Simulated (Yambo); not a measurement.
Material: PtCl2 (space group Pnnm, No. 58); a = 3.628 Å, b = 11.036 Å, c = 3.455 Å, α = β = γ = 90.00° (6 atoms in the cell). Cell and atoms were relaxed with PBE+D3(BJ) from Materials Project entry mp-567484, within its symmetry.

With PBEsol (pw.x of Quantum ESPRESSO, ONCV potentials, no spin-orbit coupling), the gap between the mesh's edge points (Γ → (0, 0, 0.25)) is 0.629 eV.

Task: What does a G0W0 run in Yambo give for it (4×1×4 Γ-centred k mesh, bands 9 to 215 and a 7 Ry block in the screening, 215 bands in G with the Bruneval-Gonze terminator, plasmon pole fitted at 27.2 eV)?

Result: The correction is 1.772 eV, giving 2.400 eV, 3.8 times the PBEsol value. Among the k points computed, the smallest G0W0 gap is 2.26 eV, (-0.5, 0, -0.5) → (0, 0, 0.25). Nearest settings tried, and what they do to the gap: 141 bands in G: +1 meV; 105 bands in W: +4 meV; 1 Ry block (19 vectors against 289): +622 meV. Not varied: mesh. So the settings aren't converged at that level. The k mesh is coarse. Spin-orbit coupling is left out, which matters for elements this heavy: edges can move by tenths of an eV.

The structure is a Materials Project entry; no match was found in the copy of COD used, and its stability was not checked.
